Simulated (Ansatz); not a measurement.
SiO2:
```
CELL_PARAMETERS angstrom
      4.18530     0.00000     0.00000
      0.00000     4.18530     0.00000
      0.00000     0.00000     2.66884
ATOMIC_POSITIONS crystal
  Si 0.00000 0.00000 0.00000
  Si 0.50000 0.50000 0.50000
  O  0.30610 0.30610 0.00000
  O  0.80610 0.19390 0.50000
  O  0.19390 0.80610 0.50000
  O  0.69390 0.69390 0.00000
```

Relaxed with r²SCAN. Special points in fractions of this cell's reciprocal vectors: Γ (0.000, 0.000, 0.000); X (0.000, 0.500, 0.000); M (0.500, 0.500, 0.000); Z (0.000, 0.000, 0.500); R (0.000, 0.500, 0.500); A (0.500, 0.500, 0.500).

### Question
List the band energies nearest the valence-band maximum at these points for r²SCAN in the plane-wave PAW code Ansatz.

### Answer
In eV from the valence-band maximum; about four levels below and three above (degenerate sets whole), none deeper than 8.9 eV; points with the same levels are listed once.

```json
[
 {"k": "Γ", "below": "-2.50 -0.88 -0.88 0.00", "above": "6.51 7.67 9.51 9.51"},
 {"k": "X", "below": "-2.70 -2.70 -1.08 -1.08", "above": "8.71 8.71 10.09 10.09"},
 {"k": "M", "below": "-2.67 -2.67 -2.32 -2.32", "above": "8.41 8.41 11.08 11.08"},
 {"k": "Z", "below": "-3.10 -3.10 -2.71 -2.71", "above": "10.17 10.17 13.76 13.76"},
 {"k": "R", "below": "-2.30 -2.30 -1.80 -1.80", "above": "9.84 9.84 10.92 10.92"},
 {"k": "A", "below": "-1.78 -1.78 -1.60 -1.60", "above": "8.19 8.19 12.03 12.03"}
]
```

Space group P4_2/mnm (rutile). This is a known high-pressure phase of the composition, computed here at zero pressure and temperature. The r²SCAN relaxation kept the symmetry of its start; whether a distortion lowers the energy is not shown. The volume moved by 38 % from the start of the relaxation.

Potentials: the later of the program's two PAW sets.
